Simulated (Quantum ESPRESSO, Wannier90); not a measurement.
Wannierisation of HgTe (zinc blende)

```xyz
2
Lattice="0.0000 3.2900 3.2900 3.2900 0.0000 3.2900 3.2900 3.2900 0.0000" Properties=species:S:1:pos:R:3 pbc="T T T"
Hg     0.0000     0.0000     0.0000
Te    -1.6450    -1.6450    -1.6450
```

Structure: Materials Project mp-2730, symmetrised, not relaxed again. COD (Crystallography Open Database) has the formula in 2 space groups, this one among them (matched by group alone). Level: PBEsol, no spin polarisation, no spin-orbit coupling; pw.x of Quantum ESPRESSO at 66 Ry with PseudoDojo potentials, 8×8×8 k-points, Wannier90. Density: 8×8×8 mesh, Gaussian smearing 0.01 Ry. Spin-orbit coupling is left out although heavy elements are present.

Bands 11-15 form an isolated set from -7.09 to -6.09 eV relative to the Fermi level (on the path) and are turned into 5 Wannier functions by minimising the spread from the start: atomic waves Hg 5d.

Centres (Cartesian, Å; one of the equivalent choices) and spreads:

```csv
n,x,y,z,spread (Å²),nearest atom
1,0.000,0.000,0.000,1.005,Hg1
2,0.000,0.000,0.000,2.208,Hg1
3,0.000,0.000,0.000,2.208,Hg1
4,0.000,0.000,0.000,1.005,Hg1
5,0.000,0.000,0.000,2.208,Hg1
```

Ω_I = 8.30 Å², Ω_total = 8.63 Å²; the interpolated bands follow pw.x to 1.2 meV rms on the path. Only this start was tried; a symmetric start can stop on a saddle, and mixtures of these functions could lower the total by at most Ω_total − Ω_I.
